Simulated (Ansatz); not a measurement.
Cost of a DFT run on NaMgScS3O12

```yaml
crystal:
  lattice:
    - [4.3648399952, 2.5200415462, 7.6643418833]
    - [-4.3648399952, 2.5200415462, 7.6643418833]
    - [0.0, -5.0400830924, 7.6643418833]
  atoms:
    - { symbol: Na, position: [0.50210172, 0.50210172, 0.50210172] }
    - { symbol: Na, position: [0.00210172, 0.00210172, 0.00210172] }
    - { symbol: Mg, position: [0.64890417, 0.64890417, 0.64890417] }
    - { symbol: Mg, position: [0.14890417, 0.14890417, 0.14890417] }
    - { symbol: Sc, position: [0.3517032, 0.3517032, 0.3517032] }
    - { symbol: Sc, position: [0.8517032, 0.8517032, 0.8517032] }
    - { symbol: S, position: [0.75283781, 0.03922652, 0.45539938] }
    - { symbol: S, position: [0.45539938, 0.75283781, 0.03922652] }
    - { symbol: S, position: [0.03922652, 0.45539938, 0.75283781] }
    - { symbol: S, position: [0.53922652, 0.25283781, 0.95539938] }
    - { symbol: S, position: [0.95539938, 0.53922652, 0.25283781] }
    - { symbol: S, position: [0.25283781, 0.95539938, 0.53922652] }
    - { symbol: O, position: [0.72408454, 0.88083422, 0.48680739] }
    - { symbol: O, position: [0.48680739, 0.72408454, 0.88083422] }
    - { symbol: O, position: [0.88083422, 0.48680739, 0.72408454] }
    - { symbol: O, position: [0.38083422, 0.22408454, 0.98680739] }
    - { symbol: O, position: [0.98680739, 0.38083422, 0.22408454] }
    - { symbol: O, position: [0.22408454, 0.98680739, 0.38083422] }
    - { symbol: O, position: [0.27591908, 0.11853205, 0.51230628] }
    - { symbol: O, position: [0.51230628, 0.27591908, 0.11853205] }
    - { symbol: O, position: [0.11853205, 0.51230628, 0.27591908] }
    - { symbol: O, position: [0.61853205, 0.77591908, 0.01230628] }
    - { symbol: O, position: [0.01230628, 0.61853205, 0.77591908] }
    - { symbol: O, position: [0.77591908, 0.01230628, 0.61853205] }
    - { symbol: O, position: [0.41692118, 0.78622971, 0.56732509] }
    - { symbol: O, position: [0.56732509, 0.41692118, 0.78622971] }
    - { symbol: O, position: [0.78622971, 0.56732509, 0.41692118] }
    - { symbol: O, position: [0.28622971, 0.91692118, 0.06732509] }
    - { symbol: O, position: [0.06732509, 0.28622971, 0.91692118] }
    - { symbol: O, position: [0.91692118, 0.06732509, 0.28622971] }
    - { symbol: O, position: [0.58468608, 0.21267556, 0.43350602] }
    - { symbol: O, position: [0.43350602, 0.58468608, 0.21267556] }
    - { symbol: O, position: [0.21267556, 0.43350602, 0.58468608] }
    - { symbol: O, position: [0.71267556, 0.08468608, 0.93350602] }
    - { symbol: O, position: [0.93350602, 0.71267556, 0.08468608] }
    - { symbol: O, position: [0.08468608, 0.93350602, 0.71267556] }
kpoints:
  mp_grid: { grid: [3, 3, 3] }
scf:
  occupations: { method: fermi_dirac, width: 0.02 }
hamiltonian:
  xc: r2scan
  pseudopotentials: { kind: paw }
output:
  forces: true
  stress: true
  populations: true
  efg:
    quadrupole_moments_barn: { Na: 0.104, Mg: 0.1994, Sc: -0.22, S: -0.0694, O: -0.02558 }
    contact_densities: true
```

```sh
ansatz run input.yaml --threads 1 --pin off --max-ram 2560MiB --backend cpu --events-out ev --progress --plain --runs-dir out
```

It runs on 1 thread of Intel Xeon 6975P-C (Granite Rapids) (x86_64; 48 cores open to the job, memory cap 2.5 GiB, no GPU), a shared host with a load of 0.4 a core.

Problem. How much time and memory should be set aside?

Solution. About 76 s of wall time (76 s of CPU time) and 2.4 GiB. The run holds 240 valence electrons in 156 bands, about 12771 plane waves a k-point and 6 irreducible k-points, and took 8 SCF iterations. Times on a shared host vary by tens of per cent.
